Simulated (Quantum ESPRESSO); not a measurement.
**How NMR parameters follow strain in SrTiO$_{3}$ (Pm-3m)**

```
SrTiO3
1.0
    3.91270     0.00000     0.00000
    0.00000     3.91270     0.00000
    0.00000     0.00000     3.91270
Sr Ti O
1 1 3
Direct
  0.00000   0.00000   0.00000
  0.50000   0.50000   0.50000
  0.50000   0.00000   0.50000
  0.00000   0.50000   0.50000
  0.50000   0.50000   0.00000
```
The geometry is a computed Materials Project entry, not a measured one. It is SrTiO3 in Pm-3m. Stability against distortions was not tested. The run has no spin polarisation.

Isotropic strain: all lattice vectors are scaled together, so the volume changes by about three times as much; fractional positions kept.

Method: shieldings by GIPAW with PBE in a modified build of Quantum ESPRESSO, on JTH PAW datasets, 22.5 Ha, k-mesh 7×7×7 shifted, f-sum rule met within 0.01 %. Values are those of the named site's first atom. These are absolute shieldings with no macroscopic susceptibility term; δ = σ_ref − σ needs a reference computed alike. By our sweeps, such settings leave a few ppm in absolute σ on light atoms and up to some 20 ppm from Zn on. Spin–orbit coupling is left out; its weight grows with the heaviest atom, Sr here.

| lattice scale factor | σ_iso Sr (ppm) | σ_iso Ti (ppm) | σ_iso O (ppm) |
|---|---|---|---|
| 0.98 | 2900.1 | -198.8 | -263.3 |
| 1 | 2943.2 | -262.5 | -288.8 |
| 1.02 | 2982.2 | -338.9 | -318.1 |
